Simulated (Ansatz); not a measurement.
Values for one crystal, relaxed and computed with DFT-PBE+D3(BJ) in the program Ansatz with PAW potentials; other levels are named.

Volume per atom: 28.20 Å³
Band gap: 0.16 eV (direct)
Valence-band maximum: at Γ
Electron effective mass: 0.094 mₑ (isotropic)
Conduction-band minimum: at Γ
Pressure derivative B′: 12.1
Hole effective mass: 0.092, 0.13, 0.13 mₑ (principal values)

Q: Pick the material that matches.
A. Bi2Se3, R-3m (Bi on 6c, Se on 3a, Se on 6c)
B. GeSe, Pnma (Ge on 4c, Se on 4c)
C. WSe2, P6_3/mmc (W on 2c, Se on 4f)
D. MoSe2, P6_3/mmc (Mo on 2c, Se on 4f)

A: A, Bi2Se3, R-3m (Bi on 6c, Se on 3a, Se on 6c)

Symmetry was held in the PBE+D3(BJ) relaxation. Spin–orbit coupling is left out wherever it is not named.

Potentials: the earlier of the program's two PAW sets.
